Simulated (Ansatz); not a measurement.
Ba: what symmetry allows forces and stress to be

```yaml
crystal:
  lattice:
    - [3.59792, -2.56913, 0.00000]
    - [3.59792, 2.56913, 0.00000]
    - [0.00000, 0.00000, 7.48649]
  atoms:
    - { symbol: Ba, position: [0.77657, 0.22343, 0.25000] }
    - { symbol: Ba, position: [0.22343, 0.77657, 0.75000] }
```

The calculation used DFT PBEsol, scalar-relativistic, plane waves, PAW (Ansatz).

Plane waves to 420 eV, a k mesh through Γ of 10×10×6 on the computed 2-atom cell and Gaussian smearing (0.10 eV); no spin polarisation.

This distorted cell has space group Cmcm, with 8 operations.

Without a calculation: in which directions can each atom feel a force?

A force must be left unchanged by every operation that keeps its atom in place, so it lies in the space that those operations leave fixed. Atoms that the group maps onto each other feel forces of one size.
| atom | site symmetry | operations at the site | equivalent to atom | allowed force (Cartesian) |
| --- | --- | --- | --- | --- |
| Ba1 | m2m | 4 | 1 | along (0.00, 1.00, 0.00) |
| Ba2 | m2m | 4 | 1 | along (0.00, 1.00, 0.00) |

That leaves 1 independent force component of 6. A relaxation in this cell that keeps the symmetry moves the atoms in these directions alone.

And the stress tensor?

It must be invariant under the point group, which leaves 3 independent components: yz, xz, xy vanish.

Do the computed values obey this?

Yes. Forces (eV/Å):
```
Ba1  0.000  0.153  0.000
Ba2  0.000 -0.153  0.000
```

Stress (GPa, compression positive, xx yy zz yz xz xy): -0.95 -1.26 -1.54 0.00 0.00 0.00. The program imposes the same operations on density, forces and stress, so this confirms the analysis and is no independent test of the calculation.